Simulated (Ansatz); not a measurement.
Level of theory: Ansatz, DFT PBE, scalar-relativistic, plane waves, PAW, and for the lanthanide a 4f-in-core norm-conserving potential. Settings: cutoff 630 eV, Γ-centred meshes spaced at most about 0.3 Å⁻¹, and about 0.25 Å⁻¹ or finer for metals (2π included), Gaussian smearing. No spin polarisation in the final relaxations.

Temperature and zero-point effects are left out. All come from trial cells, and lower structures may exist.

Question: Order these relaxed structures of CsDyPt by energy, lowest first, with the energy over the lowest of them.
A.

```
CELL_PARAMETERS angstrom
7.09168 0.00000 0.00000
-3.54584 6.14157 0.00000
0.00000 0.00000 5.14227
ATOMIC_POSITIONS crystal
Cs 0.66667 0.33333 0.50000
Dy 0.00000 0.00000 0.50000
Pt 0.00000 0.00000 0.00000
```

B.

```
CELL_PARAMETERS angstrom
5.33278 0.00000 0.00000
-2.66639 4.61832 0.00000
0.00000 0.00000 3.37149
ATOMIC_POSITIONS crystal
Cs 0.33333 0.66667 0.50000
Dy 0.66667 0.33333 0.00000
Pt 0.00000 0.00000 0.50000
```

C.

```
CELL_PARAMETERS angstrom
4.92587 0.00000 0.00000
0.00000 4.92587 0.00000
0.00000 0.00000 5.34714
ATOMIC_POSITIONS crystal
Cs 0.00000 0.00000 0.00000
Dy 0.50000 0.50000 0.50000
Pt 0.50000 0.50000 0.00000
```

Answer: C (0 meV/atom), B (323 meV/atom), A (493 meV/atom). Forms: C P4/mmm; B P-6m2; A P-6m2. Counting all near atoms (those within 1.25 times the shortest distance at each site; a plus sign parts nearer from farther groups): C has Cs 4, Dy 2, Pt 2; B has Cs 11, Dy 14, Pt 11; A has Cs 3+6, Dy 2, Pt 2. Even the lowest lies +0.19 eV/atom against the elements.

These runs have no spin–orbit coupling, which can matter for Pt. A magnetic state wasn't ruled out in cells without spin, among them P-6m2 at 74.7 Å³/atom. Cells relaxed within their symmetry can be saddle points. Some types were kept out of the candidates beforehand, so the set may lack a known form.

The lanthanide is trivalent by construction, without f bands, f moments or other valences. The reference runs of the other elements, and any phases without the lanthanide, used 420 eV, which shifts energies against them by under 10 meV/atom. The lanthanide's reference is the lowest of its hcp, dhcp and fcc cells.
